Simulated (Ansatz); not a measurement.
Input:

Ca$_{3}$V$_{2}$O$_{8}$:
Space group C2/m (No. 12); a = 9.593 Å, b = 5.392 Å, c = 6.747 Å, α = 90.00°, β = 114.39°, γ = 90.00°

```tsv
atom	site	symmetry	x	y	z
Ca	4i	m	0.1773	0.0000	0.5852
Ca	2a	2/m	0.0000	0.0000	0.0000
V	4i	m	0.3954	0.0000	0.2084
O	8j	1	0.0014	0.2379	0.2976
O	4i	m	0.1814	0.5000	0.0633
O	4i	m	0.2561	0.0000	0.3053
```
(The calculation used a cell of 13 atoms; values per cell refer to that cell.)

This is the LDA-relaxed structure.

**Question.** All from LDA (plane waves, PAW; program Ansatz), unless another level is named. Estimate the highest zone-centre frequency (without LO–TO term).

**Answer.** 938 cm⁻¹.

**Question.** What about the bulk modulus (Birch–Murnaghan fit)?

**Answer.** 80.1 GPa.

The first step of the workflow began from a Materials Project structure, measured or hypothetical; the Crystallography Open Database copy checked does not list it. Whether it is the stable phase at ambient conditions was not checked. The cell was relaxed with LDA under the symmetry of its start. At this level the phase is dynamically unstable (imaginary phonons). The run is not spin-polarised. No Hubbard U is applied.

Potentials: the later of the program's two PAW sets.
